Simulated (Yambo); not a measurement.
Material: MoS2 (space group P6_3/mmc, No. 194); a = b = 3.156 Å, c = 12.118 Å, α = β = 90.00°, γ = 120.00° (6 atoms in the cell). Cell and atoms were relaxed with PBE+D3(BJ) from Materials Project entry mp-1018809, within its symmetry.

With PBE (Quantum ESPRESSO, PseudoDojo norm-conserving, 80 Ry, without SOC), the gap between the mesh's edge points (Γ → (0.167, 0.167, 0)) is 0.851 eV.

Question: What does a G0W0 run in Yambo give for it (6×6×1 Γ-centred k mesh, bands 3 to 93 and a 6 Ry block in the screening, 93 bands in G with the Bruneval-Gonze terminator, plasmon pole fitted at 27.2 eV)?

Answer: The correction is 0.304 eV, giving 1.155 eV, 1.4 times the PBE value.  Convergence of the G0W0 settings was not tested. Spin-orbit splittings are left out.

The layers are not stacked as in the ordinary crystal (cation over anion).
